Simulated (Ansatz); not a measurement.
**Property card for SiGe**

SiGe:
```xyz
4
Lattice="3.9596 0.0000 0.0000 0.0000 3.9662 0.0000 0.0000 0.0000 5.5958" Properties=species:S:1:pos:R:3 pbc="T T T"
Si     2.9697     0.0000     4.9295
Si     0.9899     0.0000     0.6663
Ge     0.9899     1.9831     2.0624
Ge     2.9697     1.9831     3.5334
```

Space group Pmma (No. 51); conventional cell a = 3.9596 Å, b = 3.9662 Å, c = 5.5958 Å, α = 90.00°, β = 90.00°, γ = 90.00°.

Method: plane-wave PAW PBE (Ansatz code). Geometry: relaxed at this level of theory. Other levels are named where they apply.

**Cell and energy**

- Volume per atom: 21.97 Å³
- Density: 3.81 g/cm³
- Formation energy from the elements (no fitted shifts): 0.020 eV/atom

**Electronic structure**

- Band gap = 0.27 eV (indirect)
- Valence-band maximum = at Γ
- Conduction-band minimum = at T (k = 0.000, 0.500, 0.500)
- Smallest direct gap on the standard path = 0.60 eV
- Electron effective mass = 0.064, 0.096, 0.21 mₑ (principal values)
- Electron effective mass with spin–orbit coupling = 0.064, 0.096, 0.21 mₑ (principal values)
- Weight of the conduction-edge state by species (Voronoi cells) = Ge 59 %, Si 41 %
- Hole effective mass = 0.052, 0.25, 2.0 mₑ (principal values)
- Hole effective mass with spin–orbit coupling = 0.062, 0.22, 0.26 mₑ (principal values)
- Weight of the valence-edge state by species (Voronoi cells) = Ge 59 %, Si 41 %
- Gap with spin–orbit coupling = 0.23 eV

**Mechanics**

- Bulk modulus (Birch–Murnaghan fit): 74.1 GPa
- Pressure derivative B′: 4.6

The start of the workflow was typed in or built on a structure type; neither database checked (COD, Materials Project) lists it. Whether it is the stable phase at ambient conditions was not checked. Symmetry was held in the PBE relaxation; its stability against distortions is not shown here. The references are the lowest solids computed at this level, not always the standard phases. Scalar-relativistic: spin–orbit coupling is off unless named, which matters more the heavier the elements.

Potentials: the later of the program's two PAW sets.
